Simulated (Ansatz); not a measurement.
## Property card for CuI

CuI:
```xyz
2
Lattice="3.8417 0.0000 0.0000 -1.9208 3.3270 0.0000 0.0000 0.0000 3.5888" Properties=species:S:1:pos:R:3 pbc="T T T"
Cu     0.0000     0.0000     0.0000
I      1.9208     1.1090     1.7944
```

Space group P-6m2 (No. 187); conventional cell a = 3.8417 Å, b = 3.8417 Å, c = 3.5888 Å, α = 90.00°, β = 90.00°, γ = 120.00°.

Method: PBEsol (plane waves, PAW; program Ansatz). Geometry: relaxed at this level of theory. Other levels are named where they apply.

**Cell and energy**

| Quantity | Value |
|---|---|
| Volume per atom | 22.93 Å³ |
| Density | 6.89 g/cm³ |
| Formation energy from the elements (no fitted shifts) | 0.29 eV/atom |

**Electronic structure**

| Property | Result |
|---|---|
| Electronic character | metallic (no gap) |
| Density of states at the Fermi level | 0.34 states/eV per atom (mean over ±0.08 eV) |

**Mechanics**

| Item | Value |
|---|---|
| Bulk modulus (Birch–Murnaghan fit) | 49.9 GPa |
| Pressure derivative B′ | 4.9 |
| Elastic constants (relaxed ions, GPa) | C11 = 80.3, C12 = 31.5, C13 = 26.5, C33 = 123, C44 = -22.3 |
| Mechanical stability | unstable (C has a negative eigenvalue) |

**Phonons**

| Item | Result |
|---|---|
| Highest zone-centre frequency | 24 cm⁻¹ |
| Zone-centre stability | no imaginary mode at Γ |

A made-up cell: these elements were put on the sites of a structure type; neither database checked (COD, Materials Project) lists it. It is not the phase usual at ambient conditions (space group No. 216). The PBEsol relaxation kept the symmetry of its start. The run is not spin-polarised. As this level gives no gap, shear constants depend on the k-mesh and smearing (Fermi–Dirac, 0.1 eV here). As this level gives no gap, phonon frequencies hold no LO–TO term and depend on the k-mesh and smearing (Fermi–Dirac, 0.1 eV here). The references are the lowest solids computed at this level, not always the standard phases. Scalar-relativistic: spin–orbit coupling is off unless named, which matters more the heavier the elements.

Potentials: the later of the program's two PAW sets.
